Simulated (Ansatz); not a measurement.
The relaxed structure here is a generated cell of SnTe: the first start was made by placing the elements on the sites of a structure type, and the end was not matched to a known phase here, so it may be hypothetical. Known forms of SnTe include space group No. 225.

One starting cell of SnTe (a generated cell, SnTe placed in the 4H structure type) was relaxed twice with Ansatz (plane waves, PAW, scalar-relativistic): with r2SCAN at 500 eV and with PBE at 420 eV. The r2SCAN result:

```
CELL_PARAMETERS angstrom
      5.40980     0.00000     0.00000
     -2.70490     4.68502     0.00000
      0.00000     0.00000    12.68017
ATOMIC_POSITIONS crystal
  Sn 0.00000 0.00000 0.02462
  Sn 0.00000 0.00000 0.52462
  Sn 0.66667 0.33333 0.77400
  Sn 0.33333 0.66667 0.27400
  Te 0.00000 0.00000 0.78814
  Te 0.00000 0.00000 0.28814
  Te 0.66667 0.33333 0.53887
  Te 0.33333 0.66667 0.03887
```

```tsv
quantity	r2SCAN	PBE
space group	P6₃mc	P6₃mc
volume (Å³/atom)	40.17	___
a (Å)	5.410	___
c (Å)	12.680	___
gap (eV, no spin-orbit coupling)	0.61	___
```

Task: Fill in the PBE column.

Result: 
- volume (Å³/atom), PBE: 41.10
- a (Å), PBE: 5.438
- c (Å), PBE: 12.839
- gap (eV, no spin-orbit coupling), PBE: 0.67

Both levels end in the same structure; PBE's volume is 2.3 % larger; its gap is 0.06 eV larger. Neither column is exact.

No spin polarisation in the result. Spin-orbit coupling is missing; with elements this heavy it can move band edges by tenths of an eV or more.

The run could not lose the symmetry of its start: the end is stationary, and may be a saddle point rather than a minimum.

Ansatz is a program for electronic structure.
